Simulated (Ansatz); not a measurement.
**WSe2: do energies and stresses tell the same story?**

Level of theory: DFT PBEsol+D3(BJ), scalar-relativistic, plane waves, PAW in Ansatz.

Plane waves to 420 eV, a k mesh through Γ of 12×12×2 on the computed 6-atom cell and Gaussian smearing (0.02 eV); no spin polarisation.

Relaxed cell: P6_3/mmc, a = 3.230 Å, b = 3.230 Å, c = 12.415 Å, α = 90.00°, β = 90.00°, γ = 120.00°, 6 atoms in the primitive cell.

Energies at zero smearing and pressures from the stress tensor, at volumes with shape and atoms relaxed:
```
V (Å³/atom) E − E(first) (meV/atom) P (GPa)
     16.456                     0.00    14.46
     17.017                   -41.70     9.53
     17.578                   -67.86     5.55
     18.139                   -81.59     2.41
     18.700                   -85.62     0.00
     19.261                   -82.35    -1.76
     19.822                   -73.92    -2.95
     20.570                   -57.84    -3.80
```

Task: Check P = −dE/dV between neighbouring volumes, and get the bulk modulus from the pressures alone.

Result: With 1 eV/Å³ = 160.2 GPa:
| middle V (Å³/atom) | −ΔE/ΔV (GPa) | mean P (GPa) |
| --- | --- | --- |
| 16.736 | 11.910 | 11.995 |
| 17.297 | 7.470 | 7.539 |
| 17.858 | 3.921 | 3.982 |
| 18.419 | 1.151 | 1.204 |
| 18.980 | -0.934 | -0.884 |
| 19.541 | -2.408 | -2.357 |
| 20.196 | -3.445 | -3.376 |

The two differ by 0.08 GPa at most. The mean of two end pressures misses the average over a step by about ΔV² P″/12, up to 0.08 GPa here; with that taken off 0.01 GPa remains. Around V = 18.700 Å³/atom, the two neighbours give B = −V ΔP/ΔV = 18.700 × 4.18 / 1.122 = 69.6 GPa, against B0 = 66.6 GPa from the Birch–Murnaghan fit of the energies.

Spin–orbit coupling is left out, which can shift energies with elements as heavy as these.

Cost: 9 runs of about 14 core-minutes in all, on Intel Xeon Platinum 8259CL (Skylake/Cascade Lake) (shared hosts).